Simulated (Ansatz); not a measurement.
The relaxed structure here is a generated cell of Rh: the first start was made by placing the elements on the sites of a structure type, and the end was not matched to a known phase here, so it may be hypothetical. Known forms of Rh include space group No. 225.

The end point of a relaxation of Rh. Space group P6/mmm (No. 191), AFLOW prototype A_hP1_191_a (A_f, as in Sn). Method: PBE (plane waves to 420 eV, PAW, scalar-relativistic; Ansatz, a first-principles code).

Space group P6/mmm (No. 191); a = b = 2.6384 Å, c = 2.5426 Å, α = β = 90.00°, γ = 120.00°

| atom | site | symmetry | x | y | z |
|---|---|---|---|---|---|
| Rh | 1a | 6/mmm | 0.0000 | 0.0000 | 0.0000 |

```json
{
  "volume_per_atom": "15.33 Å³",
  "band_gap": "zero (metallic)",
  "shortest_distances": "Rh–Rh 2.54 Å",
  "k-mesh": "20×20×18"
}
```

No spin polarisation in the result.

The run could not lose the symmetry of its start: the end is stationary, and may be a saddle point rather than a minimum.
